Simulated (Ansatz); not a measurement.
## ZnPt: energy along a strain

ZnPt, P4/mmm, a = 2.864 Å, c = 3.510 Å (as given, not relaxed at this level: -3.2 GPa). The structure is a COD entry; whether it is the stable form wasn't checked. Ansatz: r2SCAN, PAW, 500 eV, Γ-centred 16×16×14 mesh on 2 atoms, Gaussian smearing 0.15 eV; no spin polarisation. Cell vectors (Å): 2.864 0.000 0.000; 0.000 2.864 0.000; 0.000 0.000 3.510. The cell is strained by x per cent times the pattern (1 0 0 0 0 0) in the order xx yy zz yz xz xy (engineering shears), with fractional coordinates held. y is the free energy over the start, V0 = 14.395 Å³/atom. Points with a strain past 8.5 % were computed too (3) and aren't used here.

| x (%) | y (meV/atom) |
| --- | --- |
| -7.50 | ? |
| -5.00 | 27.55 |
| -2.50 | 2.57 |
| 0.00 | 0.00 |
| 2.50 | 14.89 |
| 5.00 | 43.29 |
| 7.50 | 81.93 |

**Question.** Fit y = c1 x + c2 x² + c3 x³ to the other rows, get the stiffness along the pattern, and predict the missing energy.

**Answer.** Least squares on the rows shown. y = 2.6611 x + 1.4185 x² − 0.042398 x³. The clamped-ion stiffness p·C·p = 2 × 14.19 eV × 160.2 / 14.395 Å³ = 316 GPa, which is C11 in these axes (second derivative at the start, which stands under stress). At x = -7.50 the fit asked for gives 77.72 meV/atom. The run gave 81.32 meV/atom, so the fit is 3.60 meV/atom too low, 4.4 % of the span of the series, against an rms of 0.17 meV/atom on the fitted rows. The row lies outside the fitted range. With a term in x⁴ added, a fit to the same known rows predicts 80.66 meV/atom, so most of the miss is curvature that the known rows already hold.

Spin–orbit coupling is left out, which can shift energies with elements as heavy as these.